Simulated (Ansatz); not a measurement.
Data:

SiC (wurtzite)

```xyz
4
Lattice="3.0920 0.0000 0.0000 -1.5460 2.6777 0.0000 0.0000 0.0000 5.0743" Properties=species:S:1:pos:R:3 pbc="T T T"
Si     1.5460     0.8926     0.0026
Si     0.0000     1.7851     2.5398
C      1.5460     0.8926     3.1698
C      0.0000     1.7851     0.6327
```

In this cell atom 4 (C, nearest neighbour Si at 1.893 Å; its periodic images, 3.1 Å or more away, move with it) is moved by s along Cartesian [111], unit vector (0.577, 0.577, 0.577); all other atoms and the cell stay fixed.

Method: PBE (plane waves to 420 eV, PAW, scalar-relativistic; Ansatz, an electronic-structure program). k mesh 10×10×5 (Γ-centred), Fermi-Dirac smearing 0.05 eV. E stands for the smeared free energy. Left out: 1 of 11 points, with atoms too close for the PAW data. SiC was relaxed with its symmetry unable to fall. The zero of ΔE is the undisplaced structure.

The scan covers s from -0.456 to 0.570 Å in 10 points.

Q: Is the energy the same for displacements of ±0.456 Å, and if not, which side lies higher?

A: Not even: the negative side lies higher at ±0.456 Å. With its periodic images moving along, the atom's site symmetry in this cell is 3m..

Q: What force acts on the atom along the line at s = -0.456 Å?

A: 18.1 eV/Å.

Q: What is the energy change at s = 0.570 Å?

A: 2085 meV/cell.

Q: What is the force constant k = d²E/ds² of this move at s = 0?

A: 20.3 eV/Å².

(For displaced atoms, the force is minus the slope of the energy, and its curvature is a force constant, which sets phonon frequencies.)
